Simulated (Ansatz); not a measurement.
# Is this Al₃N structure a true minimum?

It was reached by relaxing an invented guess, and it needn't be the stable form of this composition.

These are results of DFT PBE, scalar-relativistic, plane waves, PAW in Ansatz, not measurements. Plane waves to 420 eV, a k mesh through Γ of 12×12×2 on the computed 8-atom cell and Gaussian smearing (0.10 eV); no spin polarisation.

The cell below (8 atoms, space group P3m1 (No. 156)) is relaxed within its symmetry.

```
Al N
1.0
     3.03467    0.00000    0.00000
    -1.51733    2.62810    0.00000
     0.00000    0.00000   14.33020
Al N
6 2
Direct
  0.33333 0.66667 0.18397
  0.00000 0.00000 0.00240
  0.00000 0.00000 0.36277
  0.33333 0.66667 0.51442
  0.66667 0.33333 0.67533
  0.33333 0.66667 0.83155
  0.00000 0.00000 0.22855
  0.33333 0.66667 0.05102
```

For the test it was strained at random (σ = 1.5 % a component), the atoms were moved at random (σ = 0.05 Å), and all was relaxed again on a coarse 12×12×2 mesh (in the run’s order of axes) with 0.20 eV smearing, with no symmetry imposed.

Problem. What happens?

Solution. It doesn't return. The energy falls by 9 meV/atom on that mesh, the volume changes by -0.1 %, and the end has space group R3m (No. 160) at a loose tolerance. Relaxed again on a 12×12×12 mesh with 0.10 eV smearing, the new structure lies 9 meV/atom below the first (mesh in the axes of the run's cell; the cell below is made exact in the group named). Space group R3m (No. 160), trigonal, a = 3.033 Å, c = 43.006 Å. Around Al on its first site lie 4 N at 1.87–1.89 Å; around Al on its second site lie 3 N at 1.89 Å and 12 Al at 3.01–3.13 Å; Al on its third site is surrounded by 1 N at 1.91 Å and 3 Al at 2.80 Å; around N on its first site lie 4 Al at 1.87–1.91 Å; 4 more sites not described.

```cif
data_structure
_symmetry_space_group_name_H-M 'R3m:H'
_symmetry_Int_Tables_number 160
_cell_length_a 3.0329
_cell_length_b 3.0329
_cell_length_c 43.0062
_cell_angle_alpha 90.000
_cell_angle_beta 90.000
_cell_angle_gamma 120.000
_cell_volume 342.59
loop_
_atom_site_label
_atom_site_type_symbol
_atom_site_symmetry_multiplicity
_atom_site_Wyckoff_symbol
_atom_site_fract_x
_atom_site_fract_y
_atom_site_fract_z
_atom_site_occupancy
Al1 Al 3 a 0.00000 0.00000 0.27650 1
Al2 Al 3 a 0.66667 0.33333 0.21622 1
Al3 Al 3 a 0.00000 0.00000 0.00283 1
Al4 Al 3 a 0.33333 0.66667 0.05360 1
Al5 Al 3 a 0.66667 0.33333 0.10655 1
Al6 Al 3 a 0.33333 0.66667 0.15924 1
N1 N 3 a 0.66667 0.33333 0.29174 1
N2 N 3 a 0.00000 0.00000 0.23252 1
```
